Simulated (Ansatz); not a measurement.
Crystals in the fcc lattice, computed with PBE in Ansatz (plane-wave DFT, scalar-relativistic, harmonic phonons, no LO–TO term at Γ; smeared occupations, about 0.1 eV; no spin; PAW, where unfrozen means all-electron datasets; each on its own modest k mesh, which can be coarse for ε∞).

One of them, on the k mesh 8×8×8 in its relaxed cell of 42.2 Å³ an atom, gives lowest mode at X = [0.5, 0, 0.5] (cm⁻¹) 128; top mode at X = [0.5, 0, 0.5] (cm⁻¹) 165 (phonons by finite displacements).

Caveats: coarse k mesh.

Task: Which crystal is it?
A. Cu
B. Ca
C. Sr
D. Au

Result: B. It is Ca. The others give, for the lowest mode at X = [0.5, 0, 0.5] in cm⁻¹: Cu 164 on 8×8×8, Sr 77 on 8×8×8, Au 74 on 8×8×8.
